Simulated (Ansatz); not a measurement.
How much do the gradients of Lu3Mg2TiS8 depend on the method?

Cell: a Materials Project structure (computed, not necessarily an observed phase), atoms as given.

Space group R-3m:H (No. 166); a = 7.7140, c = 18.5680 Å, γ = 120.00°.

```
site  Wyckoff  site symmetry       x       y       z
  Mg       6c             3m  0.0000  0.0000  0.1248
  Lu       9e           .2/m  0.6667  0.8333  0.3333
  Ti       3b            -3m  0.0000  0.0000  0.5000
  S7      18h             .m  0.3096  0.1548  0.4194
  S9       6c             3m  0.0000  0.0000  0.7442
```

One atom of each set is listed; the run and its k-mesh use a cell of 14 atoms with edges of 7.63, 7.63, 7.63 Å.

First run. The numbers come from a DFT calculation in Ansatz (PBE, plane waves and PAW, scalar-relativistic, collinear spin, 420 eV cutoff, Γ-centred 5×5×5 k-points, Fermi–Dirac smearing 0.02 eV). Start moments as typed (μB): 1 on each Ti, none on the rest.

| site | V_zz (10²¹ V/m²) | η | m (μB) |
| --- | --- | --- | --- |
| Mg | 0.14 | 0.00 | 0.01 |
| Lu | -2.90 | 0.91 | 0.01 |
| Ti | -4.73 | 0.00 | 0.74 |
| S7 | 3.18 | 0.42 | -0.01 |
| S9 | 2.27 | 0.00 | 0.00 |

Second run. The same atoms and settings, except that the functional is r2SCAN, the cutoff is 500 eV and the Fermi–Dirac smearing is 0.05 eV.

(1) Given the first result, estimate the second.

Results:

(1) 

```csv
site,V_zz,η,change of V_zz,m (μB)
Mg,0.13,0.00,-0.01,0.01
Lu,3.06,0.80,–,0.00
Ti,-6.90,0.00,-2.17,0.81
S7,3.01,0.38,-0.17,-0.01
S9,1.98,0.00,-0.29,0.00
```

The largest change of V_zz along a kept axis is on Ti, from -4.73 to -6.90. In per cent, |V_zz| changes by +46 on Ti, -13 to -6 on S (all sites that start above 2, bar those whose gradient vanishes or changes sign or whose main axis turns by over 40°). On Lu the largest principal value lies along another axis in the second run, so the two V_zz can't be compared directly. The first run finds no gap above 0.1 eV, the second does.

Without spin–orbit coupling the gradients at and beside Lu can be off by some per cent, at some sites by more. All moments are parallel here, as the start or the cell imposes; many such compounds order antiparallel, where fields and spin densities carried over to other atoms largely cancel.
For the first run: The run finds no gap above 0.1 eV (a metal, or nearly one), so the gradients can move by 10 % or more with the k-mesh. Semilocal functionals can leave a metal where correlation in the d or f shell opens a gap in the real compound, and that would change the values at and beside Ti. The magnetic order is the one that the run reached from its start moments, not necessarily the measured one (the real compound may not order at all).
For the second run: The program didn't check the stability of this electronic state in full, so a lower one may lie near. With a gap of 0.4 eV on this mesh, small gradients can still move by 0.1 × 10²¹ V/m² or more as the k-mesh gets denser. The magnetic order is the one that the run reached from its start moments, not necessarily the measured one.
